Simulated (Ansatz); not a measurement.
Relaxed-ion elastic tensor of NiO (CsCl type, Pm-3m) in GPa (Voigt order), DFT-PBEsol in the program Ansatz with PAW potentials; density 7.45 g/cm³, 8.33 Å³ per atom.

|  | 1 | 2 | 3 | 4 | 5 | 6 |
|---|---|---|---|---|---|---|
| 1 | 461 | 104 | 104 | 0.0 | 0.0 | 0.0 |
| 2 | 104 | 461 | 104 | 0.0 | 0.0 | 0.0 |
| 3 | 104 | 104 | 461 | 0.0 | 0.0 | 0.0 |
| 4 | 0.0 | 0.0 | 0.0 | -67.9 | 0.0 | 0.0 |
| 5 | 0.0 | 0.0 | 0.0 | 0.0 | -67.9 | 0.0 |
| 6 | 0.0 | 0.0 | 0.0 | 0.0 | 0.0 | -67.9 |

### Question
Is the crystal mechanically stable?

### Answer
No: the smallest eigenvalue of C is -67.9 GPa.

The cell is a constructed one: a structure type filled with these elements; neither database checked (COD, Materials Project) lists it. It is not the phase usual at ambient conditions (space group No. 225). Symmetry was held in the PBEsol relaxation, as lowered by the spin order. At this level the phase is mechanically unstable. The final state is antiferromagnetic, chosen from 3 collinear starts compared on coarse meshes (ties went to the first, and starts can fall back to one state), not a proven ground state. No Hubbard U is applied. As this level gives no gap, shear constants depend on the k-mesh and smearing (Fermi–Dirac, 0.1 eV here).

Potentials: the earlier of the program's two PAW sets. The files were generated under PBE; for other functionals the program regenerates the frozen cores, and for LDA and PBEsol the local potential too.
